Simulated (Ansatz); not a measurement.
### Question
Name crystals whose computed values (plane-wave PAW r²SCAN (Ansatz code)) fall in these windows: B₀ by P(V) fit (GPa) 200 to 240; Θ_D (K) 410 to 590; G_Hill (GPa) 96 to 130.

### Answer


| crystal | B₀ by P(V) fit (GPa) | Θ_D (K) | G_Hill (GPa) |
|---|---|---|---|
| Ni, fcc (Cu type) | 216 | 517 | 108 |
| FeNi3, Cu3Au type | 212 | 519 | 106 |
| HfO2, Pnma (Hf on 4c, O on 4c, O on 4c) | 228 | 463 | 105 |
| AlNi3, Cu3Au type | 202 | 538 | 99.4 |
| Ni3Ge, Cu3Au type | 215 | 487 | 99.7 |
Others may fit too.

Spin orders computed, not proven ground states: Ni, fcc (Cu type) ferromagnetic; FeNi3, Cu3Au type ferromagnetic; AlNi3, Cu3Au type ferromagnetic. Not the usual ambient phase: HfO2, Pnma (Hf on 4c, O on 4c, O on 4c). Standing as an ambient phase not checked: Ni3Ge, Cu3Au type. All cells were relaxed under the symmetry of their starts (and spin orders); stability against distortions was not tested throughout. Rows with no word on spin ran without spin polarisation. Spin–orbit coupling is left out wherever it is not named.

Potentials: the later of the program's two PAW sets.
